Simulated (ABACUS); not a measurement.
**Parameter sweep on Mg4Te3Se (P-4m2, 8 atoms in the cell; from Materials Project mp-1222094, lattice scaled a little)**

```yaml
crystal:
  lattice:
    - [4.57085, 0.00000, 0.00000]
    - [0.00000, 4.57085, 0.00000]
    - [0.00000, 0.00000, 12.87310]
  atoms:
    - { symbol: Mg, position: [0.50000, 0.00000, 0.60787] }
    - { symbol: Mg, position: [0.00000, 0.50000, 0.39213] }
    - { symbol: Mg, position: [0.50000, 0.00000, 0.13068] }
    - { symbol: Mg, position: [0.00000, 0.50000, 0.86932] }
    - { symbol: Te, position: [0.50000, 0.50000, 0.26162] }
    - { symbol: Te, position: [0.50000, 0.50000, 0.73838] }
    - { symbol: Te, position: [0.00000, 0.00000, 0.00000] }
    - { symbol: Se, position: [0.00000, 0.00000, 0.50000] }
```

Base run A: PBEsol, PseudoDojo 0.4 standard norm-conserving PBEsol (tails mended) pseudopotentials (ABACUS), self-consistent single point.

Its settings: KPT = MP 3 3 1 0 0 0; basis_type = pw; dft_functional = PBESOL; ecutwfc = 86 Ry; smearing_method = fixed; potentials = PseudoDojo 0.4 standard norm-conserving PBEsol (tails mended); symmetry = 1; symmetry_prec = 1e-05; ks_solver = dav_subspace; scf_nmax = 100; scf_thr = 1.0e-09 Ry; mixing_type = pulay; mixing_beta = 0.7.

Spin-orbit coupling is left out, which matters for bands and gaps with elements this heavy. The structure comes from a collection of computed structures, made at another level of theory; the collection holds predicted forms beside known ones. Its lattice was then scaled.

ΔF is the free energy per atom less that of run A. 

A variant of run A gave: the free energy goes up by 10.5 meV/atom, the pressure goes from -2.14 to -2.69 GPa and the largest force goes from 0.045 to 0.108 eV/Å.

Task: What was changed between the two runs?
A. lattice vector a scaled by 0.99
B. lattice vector a scaled by 1.01
C. lattice vector a scaled by 0.98
D. lattice vector a scaled by 1.02

Result: D, lattice vector a scaled by 1.02. That run gave: ΔF (meV/atom) 10.5; pressure (GPa) -2.69; largest force (eV/Å) 0.108; k-points 4.

The base and the other variants:

```json
[
 {"change": "base", "ΔF (meV/atom)": "0.00", "pressure (GPa)": "-2.14", "largest force (eV/Å)": "0.045", "k-points": "3"},
 {"change": "lattice vector a scaled by 0.98", "ΔF (meV/atom)": "-5.2", "pressure (GPa)": "-1.49", "largest force (eV/Å)": "0.128", "k-points": "4"},
 {"change": "lattice vector a scaled by 0.99", "ΔF (meV/atom)": "-3.3", "pressure (GPa)": "-1.83", "largest force (eV/Å)": "0.083", "k-points": "4"},
 {"change": "lattice vector a scaled by 1.01", "ΔF (meV/atom)": "4.6", "pressure (GPa)": "-2.43", "largest force (eV/Å)": "0.077", "k-points": "4"}
]
```

“Tails mended”: in these copies of the files the far tail of each local potential was reset to the Coulomb form.
